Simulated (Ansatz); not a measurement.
Si$_{3}$N$_{4}$:
```
Si3N4
1.0
    0.00000     3.86500     3.86500
    3.86500     0.00000     3.86500
    3.86500     3.86500     0.00000
Si N
6 8
Direct
  0.62500   0.62500   0.12500
  0.62500   0.12500   0.62500
  0.62500   0.62500   0.62500
  0.12500   0.62500   0.62500
  0.25000   0.25000   0.25000
  0.00000   0.00000   0.00000
  0.86757   0.86757   0.86757
  0.85272   0.38243   0.38243
  0.86757   0.86757   0.39728
  0.38243   0.85272   0.38243
  0.39728   0.86757   0.86757
  0.38243   0.38243   0.38243
  0.86757   0.39728   0.86757
  0.38243   0.38243   0.85272
```

x, y and z are the axes in which the lattice vectors are written.

Task: Give the high-frequency dielectric tensor and the Born effective charge tensors of the independent atoms from DFPT, r²SCAN (plane waves, PAW; program Ansatz).

Result: 
ε∞:
```
4.91  0.00  0.00
0.00  4.91  0.00
0.00  0.00  4.91
```
Z* of atom 1 (Si), rows: field, columns: displacement, in e:
```
 3.68   0.16  -0.16
 0.16   3.68  -0.16
-0.16  -0.16   3.68
```
Z* of atom 5 (Si), rows: field, columns: displacement, in e:
```
3.58  0.00  0.00
0.00  3.58  0.00
0.00  0.00  3.58
```
Z* of atom 7 (N), rows: field, columns: displacement, in e:
```
-2.73  -0.22  -0.22
-0.22  -2.73  -0.22
-0.22  -0.22  -2.73
```

Static charges for comparison (Bader): Si1 +3.21, Si5 +3.15, N7 -2.39 e. Born charges measure polarisation by displacement and can exceed these by far.

Space group Fd-3m. The r²SCAN relaxation kept the symmetry of its start; of distortions, only those at the zone centre were tested.

Potentials: the earlier of the program's two PAW sets.
